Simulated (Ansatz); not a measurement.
Zr:
```cif
data_Zr3
_chemical_formula_sum 'Zr3'
_space_group_name_H-M_alt 'P6/mmm'
_space_group_IT_number 191
_space_group_name_Hall '-P 6 2'
_cell_length_a 5.03772
_cell_length_b 5.03772
_cell_length_c 3.15867
_cell_angle_alpha 90.000
_cell_angle_beta 90.000
_cell_angle_gamma 120.000
loop_
_atom_site_label
_atom_site_type_symbol
_atom_site_symmetry_multiplicity
_atom_site_Wyckoff_symbol
_atom_site_fract_x
_atom_site_fract_y
_atom_site_fract_z
_atom_site_occupancy
Zr1 Zr 1 a 0.00000 0.00000 0.00000 1
Zr2 Zr 2 d 0.33333 0.66667 0.50000 1
```

Relaxed at zero pressure with the program Ansatz at the r²SCAN level (PAW).

Q: The volume is lowered by 3 % and shape and atoms relax at that volume. What pressure results, and how do the axes share the change?

A: 3.1 GPa; a -1.0 %, b -1.0 %, c -1.0 %; the energy rises by 7 meV/atom.

Q: Give the new structure.

A: 
Space group P6/mmm (No. 191); a = 4.9857 Å, b = 4.9857 Å, c = 3.1282 Å, α = 90.00°, β = 90.00°, γ = 120.00°

| atom | site | symmetry | x | y | z |
|---|---|---|---|---|---|
| Zr | 1a | 6/mmm | 0.0000 | 0.0000 | 0.0000 |
| Zr | 2d | -6m2 | 0.3333 | 0.6667 | 0.5000 |

The phase is kept; no other phase was compared at this pressure.

This is a known high-pressure phase of the composition, computed here at zero pressure and temperature. Symmetry was held in the r²SCAN relaxation; its stability against distortions is not shown here. The run is not spin-polarised. Axis ratios of metals converge slowly with the k-mesh, so a and c are less sure than the volume.

Potentials: the earlier of the program's two PAW sets.
